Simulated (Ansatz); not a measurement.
YSi (NiAs type, P6_3/mmc), DFT-PBE in the program Ansatz with PAW potentials, all energies at zero smearing, with the estimated change up to a 700 eV cutoff added, with one set of potentials and settings (totals compare only within such a set). Cell of 4 atoms (2 Y, 2 Si): -8970.427 eV.

```csv
element,reference phase,E (eV/atom)
Y,"P6_3/mmc, 2 atoms in the cell",-3848.6668
Si,"Fd-3m, 2 atoms in the cell",-635.8096
```

Formation energy per atom, worked out: (-8970.427 − 2×(-3848.6668) − 2×(-635.8096))/4 = -0.369 eV/atom (-36 kJ per mol of atoms), at 0 K, without zero-point energy or fitted corrections.

A made-up cell: these elements were put on the sites of a structure type; neither database checked (COD, Materials Project) lists it. Its standing as an ambient phase is unchecked. The cell was relaxed with PBE under the symmetry of its start; whether a distortion lowers the energy is not shown. The run is not spin-polarised. The references are the lowest solids computed at this level, not always the standard phases.

Potentials: the later of the program's two PAW sets.
